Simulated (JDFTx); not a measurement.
Input for JDFTx (a modified build): octafluoropropane, C3F8 (SMILES FC(F)(F)C(F)(F)C(F)(F)F), charge 0, multiplicity 1, vacuum; lengths in bohr, energies in hartree.

```
lattice \
  23.1491450267 0.0000000000 0.0000000000 \
  0.0000000000 18.8972612463 0.0000000000 \
  0.0000000000 0.0000000000 18.4248297151
coords-type Cartesian
ion F -2.5700604551 -2.2646451216 -2.0459102103 0
ion C -2.4579449721 -0.8136574307 -0.0013525369 0
ion F -2.5470051725 -2.2983158961 2.0202655022 0
ion F -4.4786626614 0.6649196131 0.0221659181 0
ion C 0.0000939092 0.8090957957 -0.0017512106 0
ion F 0.0008433566 2.3066390204 2.0483540689 0
ion F -0.0007234128 2.3086617164 -2.0500666542 0
ion C 2.4581349494 -0.8136525015 -0.0015622950 0
ion F 2.5424567733 -2.3086617164 -2.0157468002 0
ion F 4.4786626614 0.6649016722 -0.0380513447 0
ion F 2.5752625408 -2.2541148526 2.0500666542 0
ion-species pseudo/f_pbe_v1.4.upf
ion-species pseudo/c_pbe_v1.2.upf
elec-cutoff 20 100
elec-ex-corr gga-x-rpbe gga-c-pbe
symmetries none
coulomb-interaction Isolated
coulomb-truncation-embed 0 0 0
elec-n-bands 34
electronic-minimize nIterations 150 energyDiffThreshold 1e-7
dump-name s0.$VAR
dump End State Ecomponents EigStats BandEigs Forces ElecDensity IonicPositions
```

The minimisation and the closing blocks of the log:

```
ElecMinimize: Iter:   0  Etot: -210.874315536831034  |grad|_K:  1.109e-03  alpha:  1.000e+00
ElecMinimize: Iter:   1  Etot: -211.620007950022341  |grad|_K:  4.485e-04  alpha:  5.223e-01  linmin: -1.461e-02
ElecMinimize: Iter:   2  Etot: -211.763518105338051  |grad|_K:  2.423e-04  alpha:  6.037e-01  linmin: -6.200e-03
ElecMinimize: Iter:   3  Etot: -211.796527628770804  |grad|_K:  9.881e-05  alpha:  4.765e-01  linmin:  2.004e-03
ElecMinimize: Iter:   4  Etot: -211.802939491947257  |grad|_K:  4.790e-05  alpha:  5.610e-01  linmin: -1.159e-03
ElecMinimize: Iter:   5  Etot: -211.804503285054807  |grad|_K:  2.184e-05  alpha:  5.812e-01  linmin:  8.926e-04
ElecMinimize: Iter:   6  Etot: -211.804901735906014  |grad|_K:  1.096e-05  alpha:  7.129e-01  linmin: -6.992e-04
ElecMinimize: Iter:   7  Etot: -211.804993359767195  |grad|_K:  5.938e-06  alpha:  6.506e-01  linmin:  9.684e-05
ElecMinimize: Iter:   8  Etot: -211.805018291800025  |grad|_K:  3.459e-06  alpha:  6.035e-01  linmin: -8.960e-05
ElecMinimize: Iter:   9  Etot: -211.805027291828139  |grad|_K:  1.969e-06  alpha:  6.419e-01  linmin:  5.266e-05
ElecMinimize: Iter:  10  Etot: -211.805029935456503  |grad|_K:  1.071e-06  alpha:  5.820e-01  linmin: -3.673e-05
ElecMinimize: Iter:  11  Etot: -211.805030787261671  |grad|_K:  5.049e-07  alpha:  6.334e-01  linmin: -2.144e-05
ElecMinimize: Iter:  12  Etot: -211.805030985759487  |grad|_K:  2.459e-07  alpha:  6.643e-01  linmin:  2.589e-05
ElecMinimize: Iter:  13  Etot: -211.805031037517324  |grad|_K:  1.369e-07  alpha:  7.307e-01  linmin: -4.235e-04
ElecMinimize: Iter:  14  Etot: -211.805031050929500  |grad|_K:  8.373e-08  alpha:  6.104e-01  linmin:  2.168e-05
ElecMinimize: Converged (|Delta Etot|<1.000000e-07 for 2 iters).

# Ionic positions in cartesian coordinates:
ion F  -2.570060455100000  -2.264645121600000  -2.045910210300000 0
ion F  -2.547005172500000  -2.298315896100001   2.020265502200000 0
ion F  -4.478662661400000   0.664919613100000   0.022165918100000 0
ion F   0.000843356600000   2.306639020400000   2.048354068900000 0
ion F  -0.000723412800000   2.308661716400000  -2.050066654200000 0
ion F   2.542456773300000  -2.308661716400000  -2.015746800200000 0
ion F   4.478662661400000   0.664901672200000  -0.038051344700000 0
ion F   2.575262540800000  -2.254114852600000   2.050066654200000 0
ion C  -2.457944972100000  -0.813657430700000  -0.001352536900000 0
ion C   0.000093909200000   0.809095795700000  -0.001751210600000 0
ion C   2.458134949400000  -0.813652501500000  -0.001562295000000 0

# Forces in Cartesian coordinates:
force F  -0.000225465951239  -0.014125436299366  -0.023737633845737 0
force F   0.000109033815203  -0.014569113917338   0.023485546049508 0
force F  -0.020585840459621   0.020715599331299   0.000283182578983 0
force F   0.000030957455208   0.008792281459450   0.019154969553535 0
force F  -0.000028414559978   0.008731443456458  -0.019210126222349 0
force F  -0.000132433814526  -0.014664585099661  -0.023418581458635 0
force F   0.020597699816766   0.020720451191071  -0.000392561907379 0
force F   0.000249079072027  -0.014038583758610   0.023823729149721 0
force C   0.007066762730153   0.003903459437507  -0.000099641104236 0
force C  -0.000012699329854  -0.009306899196811   0.000075588200783 0
force C  -0.007065937592331   0.003914076074967   0.000034169999986 0

# Energy components:
   Eewald =      446.7370442325804447
       EH =      626.5970507400480756
     Eloc =    -1353.8422845492359556
      Enl =       30.2322557333990929
      Exc =      -42.9885647795053742
 Exc_core =        0.1060158427921202
       KE =       81.3534517289921553
-------------------------------------
     Etot =     -211.8050310509295002


	eMin: -1.268158 at state 0 ( [ +0.000000 +0.000000 +0.000000 ] spin 0 )
	HOMO: -0.333406 at state 0 ( [ +0.000000 +0.000000 +0.000000 ] spin 0 )
```

The run took 15 electronic cycles; the highest occupied level lies at -9.07 eV from the vacuum level.
